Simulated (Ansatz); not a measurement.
Input and command of a calculation in Ansatz (plane waves; scalar-relativistic PAW potentials unless the input names others):

```yaml
crystal:
  lattice:
    - [3.1461313789, 0.0, 0.0]
    - [-1.5730656895, 2.7246296978, 0.0]
    - [0.0, 0.0, 43.5185974013]
  atoms:
    - { symbol: S, position: [0.3333333333, 0.6666666667, 0.1723401131] }
    - { symbol: W, position: [0.6666666667, 0.3333333333, 0.2083607352] }
    - { symbol: S, position: [0.3333333333, 0.6666666667, 0.2443813573] }
    - { symbol: S, position: [0.6666666667, 0.3333333333, 0.3181597455] }
    - { symbol: W, position: [0.3333333333, 0.6666666667, 0.3541803676] }
    - { symbol: S, position: [0.6666666667, 0.3333333333, 0.3902009897] }
    - { symbol: S, position: [0.3333333333, 0.6666666667, 0.4639793779] }
    - { symbol: W, position: [0.6666666667, 0.3333333333, 0.5] }
    - { symbol: S, position: [0.3333333333, 0.6666666667, 0.5360206221] }
    - { symbol: S, position: [0.6666666667, 0.3333333333, 0.6097990103] }
    - { symbol: W, position: [0.3333333333, 0.6666666667, 0.6458196324] }
    - { symbol: S, position: [0.6666666667, 0.3333333333, 0.6818402545] }
    - { symbol: S, position: [0.3333333333, 0.6666666667, 0.7556186427] }
    - { symbol: W, position: [0.6666666667, 0.3333333333, 0.7916392648] }
    - { symbol: S, position: [0.3333333333, 0.6666666667, 0.8276598869] }
basis:
  ecutwfc: 420
kpoints:
  mp_grid: { grid: [9, 9, 1] }
hamiltonian:
  xc: pbesol
  hubbard: { sites: [{ species: W, l: d, u_eff: 3.0 }], double_counting: fll }
scf:
  occupations: { method: gaussian, width: 0.05 }
output:
  forces: true
  eigenvalues: true
  stress: true
efield:
  axis: 3
  dipole_correction: true
  ramp_width: 0.04
```

```bash
ansatz run input.yaml --threads 2 --pin off --max-ram 5120MiB --backend cpu --events-out ev --progress --plain --runs-dir out
```

Abridged log:
```
Basis set: ecut = 420 eV, 7237 PW (Γ), exchange–correlation on 48×48×600 points (8 copies of the dense FFT grid, shifted against one another)
Bands: 80, of which v1, the nominal top of the filled ones, is band 65 counted from 1 (64 counted from 0)
Symmetry: 6 space group operations
k-points: 12 of 81 (time reversal used)
SCF iter   1: F=—  HF=-60128.227339 eV  |F-HF|=—  |Δ(HF+E_count)|=         —  Δρ=4.12e-2  dr2=6.83e0  ethr=3.10e-3  p=0.000 e·Å  D=2.58e-13 V/Å  ΔV_dip= 0.00 eV  dr2_dipole=6.55e-8  V_vac-E_F(+/−)=5.54/5.54 eV  ⟨swp⟩=7.8  Hψ=4518  notcnv=0
efield: sawtooth ramp at fractional position 0.9800 (placed from the atoms, in the widest stretch of the axis that holds none; the zero of the levels goes with the place), width 0.0400; the density the first Hamiltonian is built on has a dipole p = 0.000 e·Å; the dipole correction subtracts the counter field D = 2.58e-13 V/Å, which shifts the + side's vacuum level by  0.00 eV against the − side's; the planar-averaged density in the ramp window peaks in size at 1.4e-6 e/Å³
SCF iter   2: F=—  HF=-60126.909683 eV  |F-HF|=—  |Δ(HF+E_count)|=    1.32e0  Δρ=1.83e-2  dr2=2.16e0  ethr=3.10e-3  p= 0.000 e·Å  D=-2.30e-5 V/Å  ΔV_dip=0.00 eV  dr2_dipole=8.75e-9  V_vac-E_F(+/−)=5.64/5.64 eV  ⟨swp⟩=2.9  Hψ=1719  notcnv=0  defer=86
SCF iter   3: F=—  HF=-60126.774829 eV  |F-HF|=—  |Δ(HF+E_count)|=   1.35e-1  Δρ=8.42e-3  dr2=2.70e-1  ethr=1.66e-3  p= 0.000 e·Å  D=-8.22e-6 V/Å  ΔV_dip=0.00 eV  dr2_dipole=4.21e-9  V_vac-E_F(+/−)=5.21/5.21 eV  ⟨swp⟩=2.0  Hψ=1325  notcnv=0  defer=86
SCF iter   4: F=—  HF=-60126.755785 eV  |F-HF|=—  |Δ(HF+E_count)|=   1.90e-2  Δρ=1.46e-3  dr2=1.76e-2  ethr=2.08e-4  p= 0.000 e·Å  D=-2.42e-5 V/Å  ΔV_dip=0.00 eV  dr2_dipole=2.45e-8  V_vac-E_F(+/−)=4.96/4.96 eV  ⟨swp⟩=2.0  Hψ=1460  notcnv=0  defer=86
SCF iter   5: F=—  HF=-60126.758054 eV  |F-HF|=—  |Δ(HF+E_count)|=   2.27e-3  Δρ=5.94e-4  dr2=3.57e-3  ethr=1.35e-5  p=0.000 e·Å  D=1.36e-5 V/Å  ΔV_dip= 0.00 eV  dr2_dipole=8.25e-8  V_vac-E_F(+/−)=4.77/4.77 eV  ⟨swp⟩=2.1  Hψ=1471  notcnv=0  defer=89
SCF iter   6: F=—  HF=-60126.758855 eV  |F-HF|=—  |Δ(HF+E_count)|=   8.01e-4  Δρ=3.52e-4  dr2=4.10e-3  ethr=2.75e-6  p= 0.000 e·Å  D=-3.79e-5 V/Å  ΔV_dip=0.00 eV  dr2_dipole=2.18e-7  V_vac-E_F(+/−)=4.80/4.79 eV  ⟨swp⟩=2.2  Hψ=1443  notcnv=0  defer=89
SCF iter   7: F=—  HF=-60126.758648 eV  |F-HF|=—  |Δ(HF+E_count)|=   2.07e-4  Δρ=1.14e-4  dr2=8.90e-5  ethr=2.75e-6  p= 0.000 e·Å  D=-2.53e-6 V/Å  ΔV_dip=0.00 eV  dr2_dipole=4.75e-11  V_vac-E_F(+/−)=4.72/4.72 eV  ⟨swp⟩=1.9  Hψ=1191  notcnv=0  defer=89
SCF iter   8: F=—  HF=-60126.758270 eV  |F-HF|=—  |Δ(HF+E_count)|=   3.78e-4  Δρ=2.33e-5  dr2=5.11e-6  ethr=6.85e-8  p= 0.000 e·Å  D=-7.36e-7 V/Å  ΔV_dip=0.00 eV  dr2_dipole=1.42e-10  V_vac-E_F(+/−)=4.71/4.71 eV  ⟨swp⟩=2.7  Hψ=1517  notcnv=0  defer=89
SCF iter   9: F=—  HF=-60126.758272 eV  |F-HF|=—  |Δ(HF+E_count)|=   2.55e-6  Δρ=1.53e-5  dr2=2.49e-6  ethr=3.93e-9  p= 0.000 e·Å  D=-2.57e-6 V/Å  ΔV_dip=0.00 eV  dr2_dipole=7.01e-10  V_vac-E_F(+/−)=4.71/4.71 eV  ⟨swp⟩=2.3  Hψ=1612  notcnv=0  defer=89
SCF iter  10: F=—  HF=-60126.758272 eV  |F-HF|=—  |Δ(HF+E_count)|=   1.62e-7  Δρ=7.39e-6  dr2=5.05e-7  ethr=1.92e-9  p=0.000 e·Å  D=5.74e-7 V/Å  ΔV_dip= 0.00 eV  dr2_dipole=2.17e-10  V_vac-E_F(+/−)=4.71/4.71 eV  ⟨swp⟩=2.0  Hψ=1249  notcnv=0  defer=89
SCF iter  11: F=-60126.758272 eV  HF=-60126.758272 eV  |F-HF|=4.98e-9  |Δ(HF+E_count)|=   2.59e-8  Δρ=1.67e-6  dr2=2.89e-8  ethr=7.69e-11  p= 0.000 e·Å  D=-1.00e-6 V/Å  ΔV_dip=0.00 eV  dr2_dipole=1.24e-10  V_vac-E_F(+/−)=4.70/4.70 eV  ⟨swp⟩=12.6  Hψ=5537  notcnv=0
SCF 1 converged in 11 iterations: F = -60126.758272 eV  dr2 = 2.89e-8
SCF converged after 11 iterations
Free energy (F): -60126.758272 eV
Harris-Foulkes:  -60126.758272 eV  (|F-HF|=4.98e-9)
Internal energy: -60126.758272 eV  (E = F + TS)
E sigma→0 (E₀):  -60126.758272 eV
Fermi energy:    7.220865 eV
Dipole field:    D = 0.000010 V/Å  (p = 0.000021 e·Å, saw-weighted, corrected)
Work function:   Φ+ = 4.7041 eV   Φ− = 4.7045 eV
Levels:          The Fermi level and band energies are counted from a zero that moves with the ramp; work functions are not
--- Forces (eV/Å), atoms counted from 1 ---
  atom   1  S      0.00000000     0.00000000     0.00902037
  atom   2  W      0.00000000     0.00000000    -0.01887964
  atom   3  S      0.00000000     0.00000000     0.01098734
  atom   4  S      0.00000000     0.00000000    -0.01056030
  atom   5  W      0.00000000     0.00000000    -0.00018122
  atom   6  S      0.00000000     0.00000000     0.01021936
  atom   7  S      0.00000000     0.00000000    -0.01022593
  atom   8  W      0.00000000     0.00000000     0.00000121
  atom   9  S      0.00000000     0.00000000     0.01022586
  atom  10  S      0.00000000     0.00000000    -0.01021376
  atom  11  W      0.00000000     0.00000000     0.00016411
  atom  12  S      0.00000000     0.00000000     0.01056469
  atom  13  S      0.00000000     0.00000000    -0.01098684
  atom  14  W      0.00000000     0.00000000     0.01888662
  atom  15  S      0.00000000     0.00000000    -0.00902467
--- Stress (GPa, compression-positive) ---
        0.136819       0.000000       0.000000
        0.000000       0.136819       0.000000
        0.000000       0.000000       0.034965
  P = ⅓ Tr σ = 0.1029 GPa (1.029 kbar)
Occupation matrices written to <dir>
```

Apart from outputs and empty bands, the input differs from a reference run on usual settings in hamiltonian.hubbard: not typed → {"sites": [{"species": "W", "l": "d", "u_eff": 3.0}], "double_counting": "fll"}. The reference, at the same geometry (not necessarily relaxed), gave pressure -0.02 GPa (averaged over a cell that holds vacuum), largest force 0.020 eV/Å, gap on the mesh 1.30 eV. This run converged in 11 SCF iterations (reference: 10) with an energy at zero smearing 1.2 eV/atom above the reference's (the Hamiltonian itself differs), pressure 0.10 GPa (averaged over a cell that holds vacuum), largest force 0.019 eV/Å, gap on the mesh 1.37 eV.

It took 9.8 s on 2 threads of AMD EPYC 9R45 96-Core Processor (Zen 5) (shared host), peak memory 0.93 GiB.